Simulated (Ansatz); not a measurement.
CoGe in space group P-6m2 (No. 187; Co on 1a, Ge on 1f), plane-wave PAW PBE (Ansatz code), all energies at zero smearing, with the estimated change up to a 700 eV cutoff added, with one set of potentials and settings (totals compare only within such a set). Cell of 2 atoms (1 Co, 1 Ge): -9421.285 eV.

```tsv
element	reference phase	E (eV/atom)
Co	P6_3/mmc, 2 atoms in the cell, spin-polarised	-5126.1559
Ge	Fd-3m, 2 atoms in the cell	-4294.9847
```

Formation energy per atom, worked out: (-9421.285 − 1×(-5126.1559) − 1×(-4294.9847))/2 = -0.072 eV/atom (-7 kJ per mol of atoms), at 0 K, without zero-point energy or fitted corrections.

The cell is a constructed one: a structure type filled with these elements; neither database checked (COD, Materials Project) lists it. Its standing as an ambient phase is unchecked. The cell was relaxed with PBE under the symmetry of its start; its stability against distortions is not shown here. The workflow began spin-polarised and lost its moments. The cell computed holds one magnetic atom, so no antiferromagnetic order was within reach. The references are the lowest solids computed at this level, not always the standard phases.

Potentials: the later of the program's two PAW sets.
